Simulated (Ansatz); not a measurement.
Cu Kα1 powder pattern (kinematic, no thermal factors).
```tsv
2θ (°)	relative intensity
22.82	54
25.41	2
26.41	25
28.70	39
34.41	100
35.18	49
40.08	24
43.90	28
46.62	2
48.06	3
52.19	9
53.84	19
54.38	4
55.67	13
57.67	8
59.43	5
59.72	11
60.94	20
63.13	11
64.51	17
65.95	9
67.78	10
69.19	3
72.82	2
74.38	3
75.47	2
78.54	8
78.73	3
78.98	5
83.27	9
84.08	2
84.59	5
86.27	9
87.08	7
```

The pattern is computed from a structure relaxed with Ansatz 0.2.0, DFT PBE, scalar-relativistic, plane waves, PAW. No spin polarisation. Its elements are La, O.

Q: Give the structure.

A: La5O.
Space group P-62m (No. 189). a = 7.787 Å, b = 7.787 Å, c = 3.502 Å, α = 90.00°, β = 90.00°, γ = 120.00°
```json
{"atom": "La", "site": "3f", "symmetry": "m2m", "x": "0.7474", "y": "0.0000", "z": "0.0000"}
{"atom": "La", "site": "2d", "symmetry": "-6..", "x": "0.6667", "y": "0.3333", "z": "0.5000"}
{"atom": "O", "site": "1b", "symmetry": "-62m", "x": "0.0000", "y": "0.0000", "z": "0.5000"}
```

A pattern alone doesn't exclude other cells with like lines; this is the one computed.

The structure comes from a generated guess; another structure or a mixture of phases may lie lower.
